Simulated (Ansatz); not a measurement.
**K₃HO at -0.9 GPa (stress–strain coefficients): relaxed-ion elastic tensor**

The calculation used DFT PBEsol, scalar-relativistic, plane waves, PAW (Ansatz). Plane waves to 420 eV; Γ-centred k mesh 6×6×6; fixed occupations. No spin polarisation.

The cell is fixed (symmetry leaves no force on the atoms) and stands under -0.9 GPa:
```
H O K
1.0
     5.19650    0.00000    0.00000
     0.00000    5.19650    0.00000
     0.00000    0.00000    5.19650
H O K
1 1 3
Direct
  0.00000 0.00000 0.00000
  0.50000 0.50000 0.50000
  0.50000 0.50000 0.00000
  0.50000 0.00000 0.50000
  0.00000 0.50000 0.50000
```

The cell is the ideal cubic antiperovskite prototype; whether it is the stable structure of this composition wasn't checked.

Q: Give the relaxed-ion elastic constants (GPa, Voigt order xx yy zz yz xz xy, on the axes of the cell above).

A:
C11 = 40.8, C12 = 4.1, C13 = 4.1, C22 = 40.8, C23 = 4.1, C33 = 40.8, C44 = 8.4, C55 = 8.4, C66 = 8.4 GPa; the others vanish.

Q: Is the crystal stable against homogeneous strain?

A: Yes: the least eigenvalue of the tensor is 8.4 GPa.

Q: And the moduli of a polycrystal (Hill averages)?

A: B = 16 GPa, G = 12 GPa, E = 28 GPa, ν = 0.21.

Cost: 1 run of about 0.62 core-minutes, on Arm Neoverse V2 (shared hosts).